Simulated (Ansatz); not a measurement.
## Phonons of LiMg (P-6m2)

```
Li Mg
1.0
     3.11101    0.00000    0.00000
    -1.55550    2.69421    0.00000
     0.00000    0.00000    5.01862
Li Mg
1 1
Direct
  0.00000 0.00000 0.00000
  0.66667 0.33333 0.50000
```

Level of theory, where no other is named: PBEsol, all-electron LAPW in Ansatz 0.2.0, scalar-relativistic. k mesh 12×12×8, Fermi-Dirac smearing of 0.080 eV, basis error target 1 meV/atom. The cell was relaxed by PAW under this functional. The structure is one entry of a database and needn't be the stable phase.

Atoms are displaced by 0.01 Å in the smallest supercells that hold the wave vectors of a 2×2×2 mesh. Negative values stand for unstable modes.

Q: What are the phonon energies at the solved wave vectors, in meV?

A: 

```
                q  point                               modes (meV)
0.000 0.000 0.000  Gamma                         18.64 (×2), 38.68
0.500 0.000 0.000      M  14.99, 17.06, 28.12, 30.62, 36.36, 36.60
0.000 0.000 0.500      A       9.13 (×2), 13.56 (×2), 17.62, 36.37
0.500 0.000 0.500      L  15.14, 20.36, 26.86, 28.49, 38.04, 38.29
```

Q: Is the structure dynamically stable at these wave vectors?

A: Yes, no mode is unstable there; wave vectors off this mesh aren't tested.

Q: How do the optical zone-centre modes decompose, and which are active?

A: Point group -6m2: Γ_opt = E' + A2''.

| label | meV | activity | mostly |
| --- | --- | --- | --- |
| E' | 18.64 | IR and Raman | Li (78 %) |
| A2'' | 38.68 | IR | Li (78 %) |

In a metal the activity is that of symmetry alone; free carriers screen the infrared modes.

Q: How well do frozen-core PAW files reproduce these all-electron values?

A: With a cutoff of 420 eV and displacements of 0.0025 Å, the r.m.s. difference over the modes is 0.1 cm⁻¹; the largest difference is 307.0 (PAW) against 306.9 cm⁻¹ (LAPW).

Q: The cell is scaled evenly to 40.803 and 43.327 Å³ (from 42.065), with free atoms relaxed and the shape held, so these aren't the values under hydrostatic pressure. What are the mode Grüneisen parameters γ = −d ln ω/d ln V?

A: For the highest mode, 326.0 cm⁻¹ in the small cell and 298.4 in the large one give γ ≈ 1.47. From the change of the dynamical matrix on each mode:

```
point   cm⁻¹      γ
Gamma  150.4   0.67
Gamma  312.0   1.48
    M  120.9   0.78
    M  137.6   0.84
    M  226.8   0.97
    M  247.0   1.63
    M  293.3   1.39
    M  295.2   1.21
    A   73.7   0.67
    A  109.4  -0.21
    A  142.1   1.31
    A  293.3   1.43
    L  122.1   0.39
    L  164.2   1.31
    L  216.6   0.84
    L  229.8   1.48
    L  306.9   1.20
    L  308.8   1.37
```

Weighted by the modes' heat capacities at 300 K, the mean on this mesh is 1.02; it moves with the q mesh, and a coarse one overweights the zone boundary. Rows under −0.05 (1 here) are modes that soften under compression and pull towards negative thermal expansion.

Keep in mind: responses of metals move with mesh and smearing; the frozen-core PAW files of the compared runs were fitted under PBE, their cores solved anew for this functional.
